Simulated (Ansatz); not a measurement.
Problem. C in space group P6_3/mmc (No. 194; C on 6h) is relaxed with the program Ansatz at the PBE level (PAW). What lattice parameters of the conventional cell result?

Solution. a = 4.457 Å, c = 2.530 Å.

Problem. Give the free coordinates with the occupied sites.

Solution. In one choice of origin and axes:

| atom | site | symmetry | x | y | z |
|---|---|---|---|---|---|
| C | 6h | mm2 | 0.1042 | 0.5521 | 0.2500 |

Problem. Is it a metal or does it have a gap at this level?

Solution. A gap of 2.28 eV, direct.

The start of the workflow was typed in or built on a structure type. Its sites differ from those of the usual phase in this space group: another stacking or structure type. The PBE relaxation kept the symmetry of its start; whether a distortion lowers the energy is not shown.

Potentials: the later of the program's two PAW sets.
